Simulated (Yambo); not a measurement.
Yambo run on NaBa2ReO6 (space group Fm-3m, No. 225). The wavefunctions are norm-conserving PBEsol (Quantum ESPRESSO, 88 Ry, without SOC) ones on a 2×2×2 mesh (40 occupied bands); a = b = c = 5.955 Å, α = β = γ = 60.00°.

Yambo input:

```
rim_cut
HF_and_locXC
RandQpts= 1000000
RandGvec= 1 Ry
EXXRLvcs= 88 Ry
VXCRLvcs= 352 Ry
% QPkrange
 1 | 1 | 40 | 41 |
 2 | 2 | 40 | 41 |
 3 | 3 | 40 | 41 |
%
```

k points by index: 1 = Γ, 2 = L, 3 = X.

The o-*.hf file then holds:

```
#    K-point    Band    Eo [eV]    Ehf [eV]    Vxc [eV]    Vnlxc [eV]
#
    1    40    0.000000    -4.997777    -19.54248    -24.54026
    1    41    2.441475    6.959827    -18.24640    -13.72805
    2    40    -0.249339    -5.310355    -19.12959    -24.19061
    2    41    2.388081    7.172879    -18.16968    -13.38488
    3    40    -0.043999    -5.017594    -19.41689    -24.39049
    3    41    1.900366    6.698097    -16.88420    -12.08647
```
Exchange alone, without screening.

Geometry of the Materials Project entry, not relaxed at this level.
